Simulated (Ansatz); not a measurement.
Zn (hcp, Mg type)

```
CELL_PARAMETERS angstrom
      2.62263     0.00000     0.00000
     -1.31132     2.27126     0.00000
      0.00000     0.00000     5.18869
ATOMIC_POSITIONS crystal
  Zn 0.33333 0.66667 0.75000
  Zn 0.66667 0.33333 0.25000
```

The atoms are displaced by Q × the pattern below (from a DFPT mode at Γ, largest move 1; Q in Å), at fixed cell.

```json
[
 {"atom": "Zn1", "x": "0.000", "y": "0.000", "z": "-1.000"},
 {"atom": "Zn2", "x": "0.000", "y": "0.000", "z": "1.000"}
]
```

These are PBE (plane waves to 420 eV, PAW, scalar-relativistic; Ansatz, a first-principles code) values and carry that method's errors. k mesh 20×20×9 (Γ-centred), Fermi-Dirac smearing 0.05 eV. E stands for the smeared free energy. With partly filled bands, energies and forces of such displacements shift with the k mesh and the smearing. Zn was relaxed with its symmetry unable to fall. ΔE is measured from the undisplaced structure. The last digit holds for this mesh only.

```csv
Q (Å),ΔE (meV/cell)
-0.180,122.6
-0.150,withheld
-0.120,50.2
-0.090,27.2
-0.060,11.7
-0.030,2.9
0.000,0.0
0.030,2.9
0.060,11.7
0.090,27.2
0.120,50.2
0.150,withheld
0.180,122.6
```

Fit an even polynomial form (powers 2, 4) to the given rows and predict ΔE at Q = -0.150.

Least squares on the 11 given rows: ΔE = (3231)·Q² + (17090)·Q⁴, in meV/cell with Q in Å; root-mean-square residual 0.10 meV/cell. At -0.150 the fit gives 81.3 meV/cell; the calculation gives 81.7 meV/cell, so the interpolation is off by -0.4 (-0.5 %). The quadratic term alone would give 72.7 meV/cell.

(For displaced atoms, the force is minus the slope of the energy, and its curvature is a force constant, which sets phonon frequencies.)
